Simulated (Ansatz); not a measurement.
Total density of states per atom from PBE (plane waves, PAW; program Ansatz), in 0.25 eV bins, energy from the Fermi level:

```tsv
E (eV)	states/eV/atom
-7.85	0.00
-7.60	0.00
-7.35	0.03
-7.10	0.05
-6.85	0.10
-6.60	0.20
-6.35	0.54
-6.10	0.52
-5.85	0.49
-5.60	0.49
-5.35	0.49
-5.10	0.29
-4.85	0.15
-4.60	0.14
-4.35	0.15
-4.10	0.19
-3.85	0.33
-3.60	0.43
-3.35	0.46
-3.10	0.47
-2.85	0.46
-2.60	0.43
-2.35	0.50
-2.10	0.52
-1.85	0.58
-1.60	0.59
-1.35	0.62
-1.10	0.66
-0.85	0.60
-0.60	0.52
-0.35	0.49
-0.10	0.59
0.15	0.58
0.40	0.51
0.65	0.43
0.90	0.34
1.15	0.32
1.40	0.36
1.65	0.42
1.90	0.37
2.15	0.29
2.40	0.27
2.65	0.49
2.90	0.49
3.15	0.52
3.40	0.60
3.65	0.63
3.90	0.66
4.15	0.64
4.40	0.64
4.65	0.61
```

Task: Which of these materials gives this?
A. Ga2O3, corundum
B. GaAs, zinc blende
C. Ga2O3, C2/m (Pearson symbol mS20)
D. GaSb, NiAs type

Result: D, GaSb, NiAs type. Within 0.5 eV of the Fermi level: Sb 5p 60 %, Ga 4p 25 %, Ga 4s 11 %. Projections are on Löwdin-orthogonalised atomic valence shells; empty p or d shells of many metals are not among them.

Space group P6_3/mmc (NiAs type). The start of the workflow was typed in or built on a structure type; neither database checked (COD, Materials Project) lists it. It is not the phase usual at ambient conditions (space group No. 216). Symmetry was held in the PBE relaxation; whether a distortion lowers the energy is not shown. Spin–orbit coupling is left out wherever it is not named.

Potentials: the earlier of the program's two PAW sets.
